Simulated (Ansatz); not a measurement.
# Yb4Cu16Au3: frames of a relaxation, V_Au, charge +0, atoms relaxed at the host's cell

Level of theory: PBEsol, no spin polarisation, scalar-relativistic; Ansatz, plane waves to 420 eV (PAW set soft_2), k-mesh 3×3×3.

Positions in Å and forces in eV/Å; free energies count from the last frame.

```
23
Lattice="0.000 6.996 0.000 -6.996 0.000 0.000 0.000 0.000 6.996" Properties=species:S:1:pos:R:3:forces:R:3 pbc="T T T" step=1 dE=0.158eV
Au   -1.749    5.247    1.749    0.035   -0.043    0.004
Au   -1.749    1.749    5.247   -0.023    0.005    0.024
Au   -5.247    5.247    5.247   -0.011    0.092    0.086
Cu   -4.416    4.394    2.694    0.391   -0.284   -0.056
Cu   -0.866    0.858    2.648   -0.120    0.054   -0.108
Cu   -0.870    4.368    6.125   -0.020    0.059    0.079
Cu   -4.365    0.899    6.141    0.006   -0.329    0.007
Cu   -4.402    2.667    4.427    0.387   -0.104   -0.341
Cu   -0.870    6.125    4.368    0.014   -0.042    0.032
Cu   -0.921    2.604    0.854    0.202    0.168   -0.017
Cu   -4.357    6.074    0.934    0.124    0.273   -0.541
Cu   -2.628    4.368    4.368    0.062    0.062    0.069
Cu   -6.129    0.885    4.393   -0.033   -0.214   -0.100
Cu   -6.085    4.370    0.883   -0.478   -0.183   -0.217
Cu   -2.672    0.819    0.887    0.302    0.257    0.057
Cu   -2.631    2.629    2.654   -0.071    0.020   -0.030
Cu   -6.103    6.133    2.625   -0.355    0.098    0.228
Cu   -6.134    2.663    6.070   -0.234   -0.026    0.517
Cu   -2.628    6.125    6.125   -0.078   -0.028    0.008
Yb    0.000    3.498    3.498   -0.011   -0.139   -0.298
Yb   -3.498    0.000    3.498   -0.163    0.291    0.052
Yb   -3.498    3.498    0.000   -0.119   -0.158    0.331
Yb    0.000    0.000    0.000    0.193    0.170    0.215
```

```
23
Lattice="0.000 6.996 0.000 -6.996 0.000 0.000 0.000 0.000 6.996" Properties=species:S:1:pos:R:3:forces:R:3 pbc="T T T" step=2 dE=0.064eV
Au   -1.749    5.247    1.748   -0.030    0.061    0.025
Au   -1.749    1.751    5.255    0.012    0.023    0.043
Au   -5.248    5.250    5.256   -0.013   -0.018    0.018
Cu   -4.394    4.388    2.669    0.253   -0.080    0.100
Cu   -0.875    0.856    2.645   -0.140   -0.033   -0.013
Cu   -0.873    4.368    6.126   -0.040    0.074   -0.004
Cu   -4.361    0.877    6.127    0.031   -0.192    0.033
Cu   -4.386    2.651    4.411    0.219    0.103   -0.123
Cu   -0.875    6.121    4.371   -0.008   -0.049    0.065
Cu   -0.906    2.618    0.861    0.095    0.129   -0.118
Cu   -4.363    6.090    0.906    0.174    0.148   -0.307
Cu   -2.626    4.368    4.370    0.017    0.079    0.110
Cu   -6.134    0.871    4.391   -0.114   -0.130   -0.014
Cu   -6.109    4.377    0.872   -0.323   -0.080   -0.190
Cu   -2.650    0.835    0.873    0.234    0.072    0.066
Cu   -2.623    2.633    2.648   -0.042    0.037    0.071
Cu   -6.118    6.124    2.629   -0.214    0.007    0.233
Cu   -6.134    2.649    6.087   -0.173    0.073    0.224
Cu   -2.625    6.120    6.126   -0.004   -0.069    0.008
Yb    0.011    3.453    3.427    0.091    0.091    0.239
Yb   -3.546    0.074    3.496    0.099   -0.241   -0.097
Yb   -3.536    3.450    0.084    0.001    0.083   -0.239
Yb    0.054    0.050    0.059   -0.125   -0.088   -0.133
```

```
23
Lattice="0.000 6.996 0.000 -6.996 0.000 0.000 0.000 0.000 6.996" Properties=species:S:1:pos:R:3:forces:R:3 pbc="T T T" step=4 dE=0.000eV
Au   -1.756    5.249    1.760    0.006   -0.005   -0.003
Au   -1.752    1.753    5.260   -0.005   -0.011   -0.011
Au   -5.252    5.246    5.258    0.002    0.003   -0.005
Cu   -4.358    4.388    2.653   -0.009    0.006   -0.010
Cu   -0.893    0.856    2.651   -0.007    0.007    0.004
Cu   -0.883    4.377    6.127    0.001   -0.004   -0.002
Cu   -4.357    0.854    6.115   -0.008    0.016    0.004
Cu   -4.358    2.644    4.398   -0.002   -0.010    0.002
Cu   -0.882    6.119    4.385   -0.006    0.000    0.006
Cu   -0.895    2.643    0.864    0.002   -0.004    0.009
Cu   -4.359    6.108    0.866   -0.002   -0.007    0.007
Cu   -2.624    4.377    4.385   -0.002   -0.001    0.001
Cu   -6.144    0.856    4.396   -0.001    0.005    0.006
Cu   -6.147    4.390    0.864    0.012   -0.004    0.014
Cu   -2.614    0.856    0.867    0.002    0.001   -0.003
Cu   -2.613    2.643    2.653    0.001   -0.006   -0.004
Cu   -6.146    6.107    2.653    0.012   -0.005   -0.011
Cu   -6.144    2.643    6.116    0.000   -0.005   -0.005
Cu   -2.625    6.117    6.129    0.004    0.007   -0.002
Yb    0.033    3.461    3.469    0.001    0.001    0.002
Yb   -3.539    0.037    3.473    0.001    0.007   -0.007
Yb   -3.540    3.462    0.048   -0.004   -0.003    0.003
Yb    0.031    0.036    0.045    0.001    0.012    0.005
```

Caveats: 4f shell without a U, which puts 4f levels too near the Fermi level.
